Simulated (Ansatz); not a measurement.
Total density of states per atom from r²SCAN in the plane-wave PAW code Ansatz, in 0.25 eV bins, energy from the Fermi level:

```json
[
 {"E (eV)": "-7.85", "states/eV/atom": "0.05"},
 {"E (eV)": "-7.60", "states/eV/atom": "0.09"},
 {"E (eV)": "-7.35", "states/eV/atom": "0.27"},
 {"E (eV)": "-7.10", "states/eV/atom": "0.47"},
 {"E (eV)": "-6.85", "states/eV/atom": "0.79"},
 {"E (eV)": "-6.60", "states/eV/atom": "0.73"},
 {"E (eV)": "-6.35", "states/eV/atom": "0.50"},
 {"E (eV)": "-6.10", "states/eV/atom": "0.75"},
 {"E (eV)": "-5.85", "states/eV/atom": "0.54"},
 {"E (eV)": "-5.60", "states/eV/atom": "0.42"},
 {"E (eV)": "-5.35", "states/eV/atom": "0.72"},
 {"E (eV)": "-5.10", "states/eV/atom": "0.84"},
 {"E (eV)": "-4.85", "states/eV/atom": "1.46"},
 {"E (eV)": "-4.60", "states/eV/atom": "2.00"},
 {"E (eV)": "-4.35", "states/eV/atom": "0.86"},
 {"E (eV)": "-4.10", "states/eV/atom": "0.65"},
 {"E (eV)": "-3.85", "states/eV/atom": "0.33"},
 {"E (eV)": "-3.60", "states/eV/atom": "0.57"},
 {"E (eV)": "-3.35", "states/eV/atom": "0.63"},
 {"E (eV)": "-3.10", "states/eV/atom": "0.93"},
 {"E (eV)": "-2.85", "states/eV/atom": "1.18"},
 {"E (eV)": "-2.60", "states/eV/atom": "4.20"},
 {"E (eV)": "-2.35", "states/eV/atom": "0.87"},
 {"E (eV)": "-2.10", "states/eV/atom": "1.41"},
 {"E (eV)": "-1.85", "states/eV/atom": "0.74"},
 {"E (eV)": "-1.60", "states/eV/atom": "0.92"},
 {"E (eV)": "-1.35", "states/eV/atom": "0.97"},
 {"E (eV)": "-1.10", "states/eV/atom": "0.75"},
 {"E (eV)": "-0.85", "states/eV/atom": "0.50"},
 {"E (eV)": "-0.60", "states/eV/atom": "0.42"},
 {"E (eV)": "-0.35", "states/eV/atom": "0.35"},
 {"E (eV)": "-0.10", "states/eV/atom": "0.41"},
 {"E (eV)": "0.15", "states/eV/atom": "0.70"},
 {"E (eV)": "0.40", "states/eV/atom": "1.01"},
 {"E (eV)": "0.65", "states/eV/atom": "0.67"},
 {"E (eV)": "0.90", "states/eV/atom": "0.79"},
 {"E (eV)": "1.15", "states/eV/atom": "0.62"},
 {"E (eV)": "1.40", "states/eV/atom": "0.73"},
 {"E (eV)": "1.65", "states/eV/atom": "0.00"},
 {"E (eV)": "1.90", "states/eV/atom": "0.00"},
 {"E (eV)": "2.15", "states/eV/atom": "0.00"},
 {"E (eV)": "2.40", "states/eV/atom": "0.00"},
 {"E (eV)": "2.65", "states/eV/atom": "0.00"},
 {"E (eV)": "2.90", "states/eV/atom": "0.00"},
 {"E (eV)": "3.15", "states/eV/atom": "0.00"},
 {"E (eV)": "3.40", "states/eV/atom": "0.00"},
 {"E (eV)": "3.65", "states/eV/atom": "0.00"},
 {"E (eV)": "3.90", "states/eV/atom": "0.00"},
 {"E (eV)": "4.15", "states/eV/atom": "0.04"},
 {"E (eV)": "4.40", "states/eV/atom": "0.07"},
 {"E (eV)": "4.65", "states/eV/atom": "0.10"}
]
```

Task: Which compound is it?
A) Y5S7, C2/m (Pearson symbol mS24)
B) Ni3S4, Fd-3m (Ni on 16c, Ni on 8b, S on 32e)
C) TaSiNi, Pnma (Ta on 4c, Si on 4c, Ni on 4c)
D) PdS2, Pbca (Pd on 4a, S on 8c)

Result: B, Ni3S4, Fd-3m (Ni on 16c, Ni on 8b, S on 32e). Within 0.5 eV of the Fermi level: S 3p 47 %, Ni 3d 46 %. Projections are on Löwdin-orthogonalised atomic valence shells; empty p or d shells of many metals are not among them.

The first step of the workflow began from a Materials Project structure, measured or hypothetical; the Crystallography Open Database files this formula in space group No. 227, but the cells were not matched. Whether it is the stable phase at ambient conditions was not checked. The r²SCAN relaxation kept the symmetry of its start; whether a distortion lowers the energy is not shown. The run is not spin-polarised.

Potentials: the earlier of the program's two PAW sets.
